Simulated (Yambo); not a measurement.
```xyz
2
Lattice="0.0000 3.3970 3.3970 3.3970 0.0000 3.3970 3.3970 3.3970 0.0000" Properties=species:S:1:pos:R:3 pbc="T T T"
K      0.0000     0.0000     0.0000
I      3.3970     3.3970     3.3970
```

Workflow: PBEsol (Quantum ESPRESSO, PseudoDojo norm-conserving, 74 Ry, no spin-orbit coupling), then G0W0 in Yambo (4×4×4 Γ-centred k mesh, 193 bands and a 10 Ry block in the screening, 193 bands in G with the Bruneval-Gonze terminator, plasmon pole fitted at 27.2 eV).

Q: Give the PBEsol and G0W0 gaps between the band edges found on this mesh, and say where the edges lie.

A: Edges: Γ → Γ. PBEsol: 4.09 eV; G0W0: 6.35 eV. Convergence of the G0W0 settings was not tested. Spin-orbit coupling is left out, which matters for elements this heavy: edges can move by tenths of an eV.

Geometry strained from the cell relaxed with PBEsol, atoms relaxed again.
